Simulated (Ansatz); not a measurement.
Values for one crystal, relaxed and computed with DFT-PBE in the program Ansatz with PAW potentials; other levels are named.

```yaml
volume_per_atom: 24.56 Å³
band_gap: 1.92 eV (direct)
electron_effective_mass: 0.19, 0.19, 0.20 mₑ (principal values)
Bulk modulus (Birch–Murnaghan fit): 54.0 GPa
conduction_band_minimum: at Γ
Hole effective mass, band 1 of 2 at the edge: 1.6 along x, 3.6 along z (mₑ)
Hole effective mass, band 2 of 2 at the edge: 0.21 along x, 3.6 along z (mₑ)
```

Q: Which of these materials gives this?
A) MgCdS2, P3m1 (Cd on 1b, S on 1b, Mg on 1c, S on 1c)
B) MgAl3N3O, Pm (Pearson symbol mP8)
C) CdTe, zinc blende
D) MgF2, P3_221 (Mg on 3a, F on 6c)

A: A, MgCdS2, P3m1 (Cd on 1b, S on 1b, Mg on 1c, S on 1c)

The start of the workflow was typed in or built on a structure type; neither database checked (COD, Materials Project) lists it. Whether it is the stable phase at ambient conditions was not checked. The PBE relaxation kept the symmetry of its start; whether a distortion lowers the energy is not shown. The volume moved by 27 % from the start of the relaxation. Scalar-relativistic: spin–orbit coupling is off unless named, which matters more the heavier the elements.

Potentials: the earlier of the program's two PAW sets.
